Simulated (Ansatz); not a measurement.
CaZrF$_{6}$: where the heat goes in a short trajectory

Theory: DFT PBEsol, scalar-relativistic, plane waves, PAW in Ansatz. Settings: plane waves to 420 eV, k-mesh 2×2×1 (shifted by 0.5, 0.5, 0.0 steps), Fermi–Dirac smearing 0.039 eV. The mesh is coarse. No spin polarisation.

16 atoms start on the lattice sites below (V = 314.2 Å³, 1.01 times the source cell's; static pressure -1.34 GPa, largest force component 0.25 eV/Å) with velocities drawn for 450 K; Langevin thermostat aiming at the same temperature, fixed cell, 67 steps of 4 fs.

```
Ca Zr F
1.0
     4.28253    0.00000   -4.28253
    -4.28253    0.00000   -4.28253
     0.00000    8.56506    0.00000
Ca Zr F
2 2 12
Direct
  0.50000 0.50000 0.00000
  0.00000 0.00000 0.50000
  0.50000 0.50000 0.50000
  0.00000 0.00000 0.00000
  0.23619 0.76381 0.00000
  0.73619 0.26381 0.50000
  0.76381 0.23619 0.00000
  0.26381 0.73619 0.50000
  0.50000 0.50000 0.73619
  0.00000 0.00000 0.23619
  0.50000 0.50000 0.26381
  0.00000 0.00000 0.76381
  0.76381 0.76381 0.00000
  0.26381 0.26381 0.50000
  0.23619 0.23619 0.00000
  0.73619 0.73619 0.50000
```

```
t (fs) T (K) kinetic energy (meV/atom) potential energy over the first frame (meV/atom) P with the kinetic part (GPa)
   0.0    422                       54.5                                               0.0                          -1.05
  16.0    312                       40.4                                              18.8                           0.97
  32.0    416                       53.7                                              15.5                           0.01
  48.0    314                       40.6                                              31.9                          -1.36
  64.0    528                       68.2                                              34.0                          -0.72
  80.0    418                       54.1                                              27.4                          -0.91
  96.0    320                       41.4                                              40.9                          -3.20
 112.0    414                       53.5                                              53.1                          -2.25
 128.0    370                       47.9                                              42.8                          -1.18
 144.0    269                       34.8                                              38.8                          -0.77
 160.0    609                       78.7                                              27.9                          -1.87
 176.0    463                       59.8                                              35.3                          -0.31
 192.0    439                       56.7                                              35.9                          -1.86
 208.0    427                       55.2                                              34.3                          -2.40
 224.0    404                       52.2                                              44.4                           0.46
 240.0    463                       59.9                                              50.8                          -0.93
 256.0    421                       54.4                                              66.3                          -0.40
```

T counts 3N degrees of freedom. Means over every step of the second half, not only the rows shown: T = 433 K, kinetic energy 56.0 meV/atom, potential energy 42.4 meV/atom, P = -0.97 GPa.

Does the potential energy follow equipartition for harmonic vibrations?

In a harmonic crystal each vibration holds as much potential as kinetic energy on average; T is counted on all 3N degrees of freedom here, and the thermostat also drives the centre of mass, which has no potential energy, so the share is (N − 1)/N of the kinetic energy, 52.5 meV/atom. The run has 42.4, a ratio of 0.81. That is near one, as for a crystal vibrating about its sites. The time step adds a little: a Verlet scheme lowers a mode's mean kinetic energy against its potential energy by the factor 1 − (ωΔt)²/4. So short a run gives a rough mean.

Split the rise of pressure into the kinetic part and the rest. Can a thermal Grüneisen parameter be estimated?

The program counts the kinetic part as N k_B T/V = 0.30 GPa. The pressure lies 0.37 GPa over the static one in all, so the forces add 0.07 GPa. For a harmonic mode with ω ∝ V^(−γ) and an amplitude that scales with the cell, the forces add (2γ − 2/3)U/V, which needs no equipartition; when U equals the kinetic energy K, this and the kinetic part 2K/(3V) sum to the Mie–Grüneisen γE_th/V. With U = N × 42.4 meV, γ = 1/3 + V ΔP_forces/(2U) = 0.43, for harmonic vibrations a mean over the modes weighted by their potential energy, for uniform scaling of the cell (in a layered or otherwise anisotropic crystal this differs from γ under hydrostatic pressure). Most solids fall between 1 and 3, and tetrahedral, framework and layered ones often lower; anharmonic motion and pressure swings in a cell of 16 atoms make this value uncertain by tenths or more. The mean pressure differs by 0.5 GPa between the two halves of this window, worth 0.8 in γ, so slow motion isn't averaged out and the value is a rough guess.

Cost: 1 run of about 12 core-minutes (earlier runs that led there not counted), on Arm Neoverse N1 (shared hosts).